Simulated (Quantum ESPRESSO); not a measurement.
# MoW2Ta3PtSn: finding a planted mistake in a log

Computed values, not a measurement. The program is pw.x of Quantum ESPRESSO 7.5 (plane-wave density functional theory). The cell is made up: eight metal atoms on a face-centred cubic lattice, with elements, volume, strain and displacements drawn at random and not relaxed, so it may be unstable or far from any real phase. PseudoDojo standard norm-conserving files set the functional (PBE unless stated); there is no spin polarisation or spin-orbit coupling, the Fermi-Dirac width of 0.25 eV means electrons at about 2900 K, and the masses in the input are unused placeholders. The tin pseudopotential is less sure than most, with forces differing by about three percent from a second method on plain tin. Heavy elements are run without spin-orbit coupling, which real alloys of them have. A spin test at this wide smearing found no moment, but such smearing suppresses magnetism that the real alloy may have.

Intended input:

```
&control calculation='scf', pseudo_dir='./dojo.nc.sr.pbe.v0_5.standard.upf', outdir='./o', disk_io='minimal', tprnfor=.true., tstress=.true. /
&system ibrav=0, nat=8, ntyp=5, nbnd=74, ecutwfc=84.00895049, nosym=.true., tot_charge=0,
 occupations='smearing', smearing='fd', degauss=0.0183746611
/
&electrons conv_thr=1.470e-08, electron_maxstep=70, mixing_beta=0.5 /
ATOMIC_SPECIES
Mo 1.0 Mo.upf
Pt 1.0 Pt.upf
Sn 1.0 Sn.upf
Ta 1.0 Ta.upf
W 1.0 W.upf
CELL_PARAMETERS angstrom
-4.0536 0.0 0.0
-2.0268 -4.0536 -2.0268
-2.0268 -4.0536 6.0805
ATOMIC_POSITIONS angstrom
Mo 0.0308 -0.011 -0.0227
W -2.0198 -4.0209 2.0421
Ta -2.1156 -2.0467 -0.078
Ta -4.072 -6.0982 2.0256
Pt -4.0482 -4.1624 4.1048
Sn -4.0997 -4.0087 0.0466
W -4.0724 -2.036 2.047
Ta -6.0412 -6.1757 4.0018
K_POINTS automatic
6 5 3 1 1 1
```

The log is shortened where brackets say so; the opening notice, blank lines, dates and the lines on written files are dropped, and the path of the files is cut. It prints rydbergs, bohrs and kilobars, and counts compression as positive stress. Its total energy is the free energy E - TS of the whole cell.

Log of the intended run:

```
     Program PWSCF v.7.5
     Parallel version (MPI & OpenMP), running on       4 processor cores
     Number of MPI processes:                 4
     Threads/MPI process:                     1
     [start-up lines left out]
     bravais-lattice index     =            0
     lattice parameter (alat)  =       7.6602  a.u.
     unit-cell volume          =     898.9895 (a.u.)^3
     number of atoms/cell      =            8
     number of atomic types    =            5
     number of electrons       =       113.00
     number of Kohn-Sham states=           74
     kinetic-energy cutoff     =      84.0090  Ry
     charge density cutoff     =     336.0358  Ry
     scf convergence threshold =      1.5E-08
     mixing beta               =       0.5000
     number of iterations used =            8  plain     mixing
     Exchange-correlation= PBE
                           (   1   4   3   4   0   0   0)
     [axes and pseudopotential details left out]
   Cartesian axes
     site n.     atom                  positions (alat units)
         1        Mo     tau(   1) = (   0.0075982  -0.0027136  -0.0056000  )
         2        W      tau(   2) = (  -0.4982731  -0.9919331   0.5037744  )
         3        Ta     tau(   3) = (  -0.5219065  -0.5049092  -0.0192422  )
         4        Ta     tau(   4) = (  -1.0045392  -1.5043912   0.4997040  )
         5        Pt     tau(   5) = (  -0.9986679  -1.0268403   1.0126307  )
         6        Sn     tau(   6) = (  -1.0113726  -0.9889234   0.0114960  )
         7        W      tau(   7) = (  -1.0046379  -0.5022696   0.5049832  )
         8        Ta     tau(   8) = (  -1.4903296  -1.5235100   0.9872212  )
     number of k points=    45  Fermi-Dirac smearing, width (Ry)=  0.0184
                       cart. coord. in units 2pi/alat
        k(    1) = (  -0.0833333  -0.0749998   0.0333329), wk =   0.0444444
        k(    2) = (  -0.0833333   0.0916648  -0.2999963), wk =   0.0444444
     [further k points left out]
     Dense  grid:    93581 G-vectors     FFT dimensions: (  45,  60,  90)
     Estimated max dynamical RAM per process >     350.98 MB
     Estimated total dynamical RAM >       1.30 GB
     Initial potential from superposition of free atoms
     starting charge     112.9931, renormalised to     113.0000
     Starting wfcs are   79 randomized atomic wfcs
     total cpu time spent up to now is        5.8 secs
     per-process dynamical memory:   272.2 Mb
     Self-consistent Calculation
     iteration #  1     ecut=    84.01 Ry     beta= 0.50
     Davidson diagonalization with overlap
     ethr =  1.00E-02,  avg # of iterations =  2.6
     total cpu time spent up to now is       19.2 secs
     total energy              =   -1252.54240849 Ry
     estimated scf accuracy    <       1.60391718 Ry
     iteration #  2     ecut=    84.01 Ry     beta= 0.50
     Davidson diagonalization with overlap
     ethr =  1.42E-03,  avg # of iterations =  3.3
     total cpu time spent up to now is       33.5 secs
     total energy              =   -1252.15187844 Ry
     estimated scf accuracy    <      11.41149641 Ry
     [iterations 3 to 16 left out]
     iteration # 17     ecut=    84.01 Ry     beta= 0.50
     Davidson diagonalization with overlap
     ethr =  9.19E-11,  avg # of iterations =  2.7
     total cpu time spent up to now is      217.6 secs
     total energy              =   -1253.37906922 Ry
     estimated scf accuracy    <       0.00000006 Ry
     iteration # 18     ecut=    84.01 Ry     beta= 0.50
     Davidson diagonalization with overlap
     ethr =  5.20E-11,  avg # of iterations =  1.9
     total cpu time spent up to now is      228.4 secs
     End of self-consistent calculation
     [lines on levels left out]
!    total energy              =   -1253.37906923 Ry
     estimated scf accuracy    <          1.2E-09 Ry
     smearing contrib. (-TS)   =      -0.09978300 Ry
     internal energy E=F+TS    =   -1253.27928623 Ry
     The total energy is F=E-TS. E is the sum of the following terms:
     one-electron contribution =    -193.48637222 Ry
     hartree contribution      =     166.86390590 Ry
     xc contribution           =    -267.84070332 Ry
     ewald contribution        =    -958.81611658 Ry
     convergence has been achieved in  18 iterations
     Forces acting on atoms (cartesian axes, Ry/au):
     atom    1 type  1   force =    -0.02964219   -0.03205416    0.01708305
     atom    2 type  5   force =    -0.01502857   -0.00145568    0.00765091
     atom    3 type  4   force =     0.04707469    0.04198388    0.02942254
     atom    4 type  4   force =     0.01617235   -0.02408578   -0.00389743
     atom    5 type  2   force =     0.00767669    0.02940086   -0.03763229
     atom    6 type  3   force =     0.01067037   -0.04409919   -0.01927912
     atom    7 type  5   force =    -0.00692243   -0.00515265    0.03270423
     atom    8 type  4   force =    -0.03000092    0.03546274   -0.02605191
     Total force =     0.130138     Total SCF correction =     0.000075
     Computing stress (Cartesian axis) and pressure
          total   stress  (Ry/bohr**3)                   (kbar)     P=      107.33
   0.00072996   0.00005668  -0.00001804          107.38        8.34       -2.65
   0.00005668   0.00063220  -0.00006521            8.34       93.00       -9.59
  -0.00001804  -0.00006521   0.00082660           -2.65       -9.59      121.60
     init_run     :      5.45s CPU      5.68s WALL (       1 calls)
     electrons    :    217.92s CPU    222.62s WALL (       1 calls)
     forces       :      2.21s CPU      2.24s WALL (       1 calls)
     stress       :      7.48s CPU      7.67s WALL (       1 calls)
     [timing details left out]
     PWSCF        :   3m53.16s CPU   3m58.38s WALL
     JOB DONE.
```

A second run was made from an input with one planted mistake. Its log:

```
     Program PWSCF v.7.5
     Parallel version (MPI & OpenMP), running on       4 processor cores
     Number of MPI processes:                 4
     Threads/MPI process:                     1
     [start-up lines left out]
     bravais-lattice index     =            0
     lattice parameter (alat)  =       7.6602  a.u.
     unit-cell volume          =     898.9895 (a.u.)^3
     number of atoms/cell      =            8
     number of atomic types    =            5
     number of electrons       =       115.00
     number of Kohn-Sham states=           75
     kinetic-energy cutoff     =      84.0090  Ry
     charge density cutoff     =     336.0358  Ry
     scf convergence threshold =      1.5E-08
     mixing beta               =       0.5000
     number of iterations used =            8  plain     mixing
     Exchange-correlation= PBE
                           (   1   4   3   4   0   0   0)
     [axes and pseudopotential details left out]
   Cartesian axes
     site n.     atom                  positions (alat units)
         1        Ru     tau(   1) = (   0.0075982  -0.0027136  -0.0056000  )
         2        W      tau(   2) = (  -0.4982731  -0.9919331   0.5037744  )
         3        Ta     tau(   3) = (  -0.5219065  -0.5049092  -0.0192422  )
         4        Ta     tau(   4) = (  -1.0045392  -1.5043912   0.4997040  )
         5        Pt     tau(   5) = (  -0.9986679  -1.0268403   1.0126307  )
         6        Sn     tau(   6) = (  -1.0113726  -0.9889234   0.0114960  )
         7        W      tau(   7) = (  -1.0046379  -0.5022696   0.5049832  )
         8        Ta     tau(   8) = (  -1.4903296  -1.5235100   0.9872212  )
     number of k points=    45  Fermi-Dirac smearing, width (Ry)=  0.0184
                       cart. coord. in units 2pi/alat
        k(    1) = (  -0.0833333  -0.0749998   0.0333329), wk =   0.0444444
        k(    2) = (  -0.0833333   0.0916648  -0.2999963), wk =   0.0444444
     [further k points left out]
     Dense  grid:    93581 G-vectors     FFT dimensions: (  45,  60,  90)
     Estimated max dynamical RAM per process >     354.05 MB
     Estimated total dynamical RAM >       1.32 GB
     Initial potential from superposition of free atoms
     starting charge     114.9938, renormalised to     115.0000
     Starting wfcs are   79 randomized atomic wfcs
     total cpu time spent up to now is        5.7 secs
     per-process dynamical memory:   274.6 Mb
     Self-consistent Calculation
     iteration #  1     ecut=    84.01 Ry     beta= 0.50
     Davidson diagonalization with overlap
     ethr =  1.00E-02,  avg # of iterations =  2.9
     total cpu time spent up to now is       19.4 secs
     total energy              =   -1314.03640878 Ry
     estimated scf accuracy    <       1.84702281 Ry
     iteration #  2     ecut=    84.01 Ry     beta= 0.50
     Davidson diagonalization with overlap
     ethr =  1.61E-03,  avg # of iterations =  3.1
     total cpu time spent up to now is       33.4 secs
     total energy              =   -1313.43239767 Ry
     estimated scf accuracy    <      17.92466811 Ry
     [iterations 3 to 16 left out]
     iteration # 17     ecut=    84.01 Ry     beta= 0.50
     Davidson diagonalization with overlap
     ethr =  1.31E-10,  avg # of iterations =  1.0
     total cpu time spent up to now is      214.5 secs
     total energy              =   -1315.04113179 Ry
     estimated scf accuracy    <       0.00000003 Ry
     iteration # 18     ecut=    84.01 Ry     beta= 0.50
     Davidson diagonalization with overlap
     ethr =  2.20E-11,  avg # of iterations =  1.5
     total cpu time spent up to now is      225.5 secs
     End of self-consistent calculation
     [lines on levels left out]
!    total energy              =   -1315.04113179 Ry
     estimated scf accuracy    <          2.0E-09 Ry
     smearing contrib. (-TS)   =      -0.09449758 Ry
     internal energy E=F+TS    =   -1314.94663421 Ry
     The total energy is F=E-TS. E is the sum of the following terms:
     one-electron contribution =    -223.87867683 Ry
     hartree contribution      =     183.35093462 Ry
     xc contribution           =    -281.20367706 Ry
     ewald contribution        =    -993.21521494 Ry
     convergence has been achieved in  18 iterations
     Forces acting on atoms (cartesian axes, Ry/au):
     atom    1 type  2   force =    -0.01759672   -0.00819384    0.00436699
     atom    2 type  5   force =    -0.01501219   -0.00389953    0.01403300
     atom    3 type  4   force =     0.04233353    0.04497611    0.02100619
     atom    4 type  4   force =     0.01516078   -0.03477377    0.00730630
     atom    5 type  1   force =     0.00681038    0.02150203   -0.02046463
     atom    6 type  3   force =     0.00739587   -0.04321721   -0.03206215
     atom    7 type  5   force =    -0.00640386   -0.00524564    0.02341417
     atom    8 type  4   force =    -0.03268780    0.02885184   -0.01759987
     Total force =     0.115271     Total SCF correction =     0.000137
     Computing stress (Cartesian axis) and pressure
          total   stress  (Ry/bohr**3)                   (kbar)     P=       61.04
   0.00034048   0.00005169  -0.00003009           50.09        7.60       -4.43
   0.00005169   0.00036579  -0.00009844            7.60       53.81      -14.48
  -0.00003009  -0.00009844   0.00053845           -4.43      -14.48       79.21
     init_run     :      5.24s CPU      5.58s WALL (       1 calls)
     electrons    :    214.89s CPU    219.82s WALL (       1 calls)
     forces       :      2.26s CPU      2.29s WALL (       1 calls)
     stress       :      7.56s CPU      7.73s WALL (       1 calls)
     [timing details left out]
     PWSCF        :   3m50.03s CPU   3m55.57s WALL
     JOB DONE.
```

Question: the log repeats what the program read. Compare it with the intended run: what was wrong in the second input?

Answer: one atom is of a wrong element. The input lines that differ:

```
- &system ibrav=0, nat=8, ntyp=5, nbnd=74, ecutwfc=84.00895049, nosym=.true., tot_charge=0,
+ &system ibrav=0, nat=8, ntyp=5, nbnd=75, ecutwfc=84.00895049, nosym=.true., tot_charge=0,
- Mo 1.0 Mo.upf
+ Ru 1.0 Ru.upf
- Mo 0.0308 -0.011 -0.0227
+ Ru 0.0308 -0.011 -0.0227
```

|  | intended run | run with the mistake |
| --- | --- | --- |
| free energy (eV) | -17053.091 | -17892.046 |
| entropy term -TS, part of it (eV) | -1.358 | -1.286 |
| pressure (GPa) | 10.73 | 6.10 |
| size of the largest force component (eV/Å) | 1.210 | 1.156 |
| largest change of a force component (eV/Å) |  | 0.613 |
| iterations | 18 | 18 |

For scale, a rerun of the intended cell at a higher cutoff and on a denser mesh moved values by no more than 0.003 eV in energy, 0.07 GPa in stress and 0.015 eV/Å in force, and a second program with other atomic files agreed on that cell to 2 % rms in force and 0.5 GPa in pressure. Files of another functional or element have another zero of energy, so the energy change says nothing on stability. The number of bands, nbnd, was set by rule from the electron count, so it follows the mistake.